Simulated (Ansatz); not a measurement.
Q: Each is relaxed and computed with the program Ansatz at the r²SCAN level (PAW). Which is the only one with a gap?
(A) BC5, P3m1 (Pearson symbol hP6)
(B) B4C, Cm (Pearson symbol mS30)
(C) Ti3IrC2, P6_3/mmc (Ti on 4f, Ti on 2a, Ir on 2b, C on 4f)
(D) SiSnGeC, Pmm2 (C on 1a, Si on 1c, Ge on 1d, Sn on 1b)

A: B, B4C, Cm (Pearson symbol mS30). B4C: gap 3.22 eV (indirect); BC5: metal; SiSnGeC: metal; Ti3IrC2: metal. Built on a structure type that need not be the filed one of that space group: BC5, P3m1 (Pearson symbol hP6). Typed or built starts, not in the databases checked: SiSnGeC, Pmm2 (C on 1a, Si on 1c, Ge on 1d, Sn on 1b); Ti3IrC2, P6_3/mmc (Ti on 4f, Ti on 2a, Ir on 2b, C on 4f). Standing as an ambient phase not checked: B4C, Cm (Pearson symbol mS30); BC5, P3m1 (Pearson symbol hP6). All cells were relaxed under the symmetry of their starts (and spin orders); stability against distortions was not tested throughout. Rows with no word on spin ran without spin polarisation. Scalar-relativistic: spin–orbit coupling is off unless named, which matters more the heavier the elements.

Potentials: the earlier of the program's two PAW sets.
